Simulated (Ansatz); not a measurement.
Relaxed GaN (wurtzite):

```
CELL_PARAMETERS angstrom
      3.18312     0.00000     0.00000
     -1.59156     2.75667     0.00000
      0.00000     0.00000     5.18363
ATOMIC_POSITIONS crystal
  Ga 0.66667 0.33333 0.00099
  Ga 0.33333 0.66667 0.50099
  N  0.66667 0.33333 0.62421
  N  0.33333 0.66667 0.12421
```

The atoms are displaced by Q × the pattern below (from a DFPT mode at Γ, largest move 1; Q in Å), at fixed cell. It is one choice among 2 degenerate patterns.

| atom | x | y | z |
|---|---|---|---|
| Ga1 | 0.000 | 0.162 | 0.000 |
| Ga2 | 0.000 | -0.162 | 0.000 |
| N3 | 0.000 | 1.000 | 0.000 |
| N4 | 0.000 | -1.000 | 0.000 |

The numbers are results of r2SCAN (plane waves to 500 eV, PAW, scalar-relativistic; Ansatz, a program for electronic structure), not measurements. k mesh 12×12×7 (Γ-centred), Fermi-Dirac smearing 0.05 eV. E stands for the smeared free energy. GaN was relaxed with its symmetry unable to fall. ΔE is measured from the undisplaced structure.

```json
[
 {"Q (Å)": "-0.180", "ΔE (eV/cell)": "0.783"},
 {"Q (Å)": "-0.150", "ΔE (eV/cell)": "0.519"},
 {"Q (Å)": "-0.120", "ΔE (eV/cell)": "0.318"},
 {"Q (Å)": "-0.090", "ΔE (eV/cell)": "0.171"},
 {"Q (Å)": "-0.060", "ΔE (eV/cell)": "…"},
 {"Q (Å)": "-0.030", "ΔE (eV/cell)": "…"},
 {"Q (Å)": "0.000", "ΔE (eV/cell)": "0.000"},
 {"Q (Å)": "0.030", "ΔE (eV/cell)": "…"},
 {"Q (Å)": "0.060", "ΔE (eV/cell)": "0.061"},
 {"Q (Å)": "0.090", "ΔE (eV/cell)": "0.132"},
 {"Q (Å)": "0.120", "ΔE (eV/cell)": "…"},
 {"Q (Å)": "0.150", "ΔE (eV/cell)": "0.336"},
 {"Q (Å)": "0.180", "ΔE (eV/cell)": "0.463"}
]
```

**Question.** Some entries are withheld; supply them.

**Answer.** 
- -0.060, ΔE (eV/cell): 0.073
- -0.030, ΔE (eV/cell): 0.017
- 0.030, ΔE (eV/cell): 0.016
- 0.120, ΔE (eV/cell): 0.224

(For displaced atoms, the force is minus the slope of the energy, and its curvature is a force constant, which sets phonon frequencies.)
